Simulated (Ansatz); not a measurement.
ZrO2:
Space group P2₁/c (No. 14); a = 5.128 Å, b = 5.212 Å, c = 5.296 Å, α = 90.00°, β = 99.60°, γ = 90.00°

| atom | site | symmetry | x | y | z |
|---|---|---|---|---|---|
| Zr | 4e | 1 | 0.2772 | 0.0433 | 0.2095 |
| O | 4e | 1 | 0.0700 | 0.3366 | 0.3413 |
| O | 4e | 1 | 0.5514 | 0.2577 | 0.0205 |

Relaxed with PBEsol. The program Ansatz at the PBEsol level (PAW) gives a gap of 3.60 eV.

Q: What gap does HSE06 give on the same cell (Ansatz, PAW)?

A: 5.22 eV, 1.62 eV more. The hybrid was solved on a coarser mesh and at special points; the gap given is the minimum over both.

```tsv
k	v1 PBEsol	c1 PBEsol	v1 HSE06	c1 HSE06
Γ	0.00	3.99	?	?
Z	-0.41	4.50	-0.47	6.17
B	-0.45	4.24	?	?
Y2	-0.08	3.60	-0.08	5.22
C2	-0.58	4.29	?	?
D	-0.62	4.35	-0.68	6.03
A	-0.45	3.83	-0.48	5.47
E	-0.67	4.09	?	?
```

Q: Top valence (v1) and lowest conduction level (c1) in eV from each method's valence maximum (which need not be a listed point): supply the withheld HSE06 values.

A: 
- B, v1 HSE06: -0.49
- B, c1 HSE06: 5.89
- C2, v1 HSE06: -0.64
- C2, c1 HSE06: 5.91
- Γ, v1 HSE06: 0.00
- Γ, c1 HSE06: 5.64
- E, v1 HSE06: -0.73
- E, c1 HSE06: 5.74

Cost on shared cores: the PBEsol run (SCF on a 6×6×6 mesh, then bands and DOS) around 110 core-seconds (rough), the HSE06 run (SCF on 3×3×3, then a few points) around 2.4 core-minutes (rough); the tasks are unlike.

Space group P2_1/c. The PBEsol relaxation kept the symmetry of its start. The run is not spin-polarised. Scalar-relativistic: spin–orbit coupling is off unless named, which matters more the heavier the elements.

Potentials: the earlier of the program's two PAW sets. The files were generated under PBE; for other functionals the program regenerates the frozen cores, and for LDA and PBEsol the local potential too.
